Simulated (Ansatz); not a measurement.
Space group Pm-3m (No. 221). a = 3.928 Å, b = 3.928 Å, c = 3.928 Å, α = 90.00°, β = 90.00°, γ = 90.00°
```csv
atom,site,symmetry,x,y,z
Ta,1b,m-3m,0.5000,0.5000,0.5000
O,3c,4/mm.m,0.0000,0.5000,0.5000
```

Equation of state of this TaO$_{3}$ structure (not necessarily the ground state), with shape and atoms relaxed at each volume where symmetry leaves them free. It has no gap at any of these volumes. Computed with DFT r2SCAN, scalar-relativistic, plane waves, PAW (Ansatz 0.2.0).

Settings: cutoff 500 eV, Γ-centred mesh 10×10×10 on the computed 4-atom cell, Gaussian smearing of 0.10 eV; collinear spin.

| V (Å³/atom) | E − E(largest V) (meV/atom) | P (GPa) |
| --- | --- | --- |
| 14.238 | 7.11 | 14.34 |
| 14.693 | -22.25 | 6.58 |
| 15.147 | -31.29 | -0.02 |
| 15.602 | -23.02 | -5.65 |
| 16.056 | 0.00 | -10.44 |

Task: Fit a third-order Birch–Murnaghan equation to E(V).

Result: V0 = 15.15 Å³/atom, B0 = 203 GPa, B0' = 4.3.

The state reached may not be the lowest one. Spin-orbit coupling is left out, which matters for the bands of heavy elements.